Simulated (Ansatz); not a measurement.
**MgSi₂N₂: rattling a relaxed structure**

The structure comes from a generated guess, relaxed at this level; another structure or a mixture of phases may lie lower.

The calculation used DFT PBE, scalar-relativistic, plane waves, PAW (Ansatz 0.2.0). Plane waves to 420 eV, a k mesh through Γ of 12×12×6 on the computed 5-atom cell and Gaussian smearing (0.10 eV); no spin polarisation.

The cell below (5 atoms, space group P-3m1 (No. 164)) is relaxed within its symmetry.

```
CELL_PARAMETERS angstrom
3.38932 0.00000 0.00000
-1.69466 2.93524 0.00000
0.00000 0.00000 6.97639
ATOMIC_POSITIONS crystal
Mg 0.00000 0.00000 0.00000
Si 0.33333 0.66667 0.39586
Si 0.66667 0.33333 0.60414
N 0.33333 0.66667 0.16308
N 0.66667 0.33333 0.83692
```

For the test a repeat of it with 10 atoms (edges 3.39, 3.39, 13.95 Å) was strained at random (σ = 1.5 % a component), the atoms were moved at random (σ = 0.15 Å), and all was relaxed again on a coarse 6×6×2 mesh (in the run’s order of axes) with 0.20 eV smearing, with no symmetry imposed.

Problem. What happens?

Solution. It returns, within 1 meV/atom of the unmoved cell on that mesh and with the same symmetry when read at 0.1 Å (C2/m at 0.01 Å, so small strains and shifts remain). No instability shows in this cell; modes of other wave vectors, which need another repeat, aren't tested. Another cell of MgSi2N2 relaxed alike, in Cmmm, lies 0.31 eV/atom lower, so this cell isn't the stable form at this level.
